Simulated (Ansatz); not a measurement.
Starting cell, Bi (A7 type, space group R-3m):

```xyz
2
Lattice="2.2668 1.3088 3.8846 -2.2668 1.3088 3.8846 0.0000 -2.6175 3.8846" Properties=species:S:1:pos:R:3 pbc="T T T"
Bi     0.0000     0.0000     2.7643
Bi     0.0000     0.0000     8.8895
```

Scan: atom 1 (Bi, nearest neighbour Bi at 3.091 Å; its periodic images, 4.5 Å or more away, move with it) is displaced along Cartesian [111], direction (0.577, 0.577, 0.577) in Cartesian axes, by s. The other atoms stay.

The numbers are results of PBE-D3(BJ) (plane waves to 420 eV, PAW, scalar-relativistic; Ansatz, a program for electronic structure), not measurements. k mesh 10×10×10 (Γ-centred), Fermi-Dirac smearing 0.05 eV. Energies are smeared free energies. Stress and pressure are positive under compression. With partly filled bands, energies and forces of such displacements shift with the k mesh and the smearing. F∥ is the force on the atom along that direction. F⊥ is the part of the force across the line. Bi was relaxed with its symmetry unable to fall. Spin-orbit coupling is left out, though Bi is heavy. The PAW data are Ansatz's earlier set. ΔE is measured from the undisplaced structure.

| s (Å) | ΔE (meV/cell) | |F⊥| (eV/Å) | P (GPa) | F∥ (eV/Å) |
|---|---|---|---|---|
| -0.620 | 977 | 1.493 | 8.8 | 3.834 |
| -0.496 | 568 | 0.975 | 6.1 | 2.784 |
| -0.372 | 283 | 0.620 | 3.8 | 1.834 |
| -0.248 | 108 | 0.357 | 2.1 | 1.022 |
| -0.124 | 22 | 0.147 | 0.8 | 0.397 |
| 0.000 | 0 | 0.014 | 0.0 | -0.010 |
| 0.124 | 14 | 0.081 | -0.4 | -0.170 |
| 0.248 | 31 | 0.070 | -0.5 | -0.095 |
| 0.372 | 44 | 0.279 | -0.1 | -0.154 |
| 0.496 | 80 | 0.507 | 0.8 | -0.461 |
| 0.620 | 165 | 0.692 | 1.9 | -0.934 |

Read from the data:

- Energy at s = 0.620 Å = 165 meV/cell
- Force along the line at s = -0.620 Å = 3.83 eV/Å
- Symmetry of the curve = not even: the negative side lies higher at ±0.620 Å
- Shape of the curve = a single well with its minimum at or next to zero displacement
- Force constant k = d²E/ds² at s = 0 (finite differences) = 2.30 eV/Å²
- Harmonic estimate at the end of the scan = ½ks² = 442 meV/cell against the computed 165 meV/cell, so the well is softer than harmonic there

(A displaced cell: forces are minus the slopes of the energy, force constants its curvatures, and phonons follow from these.)
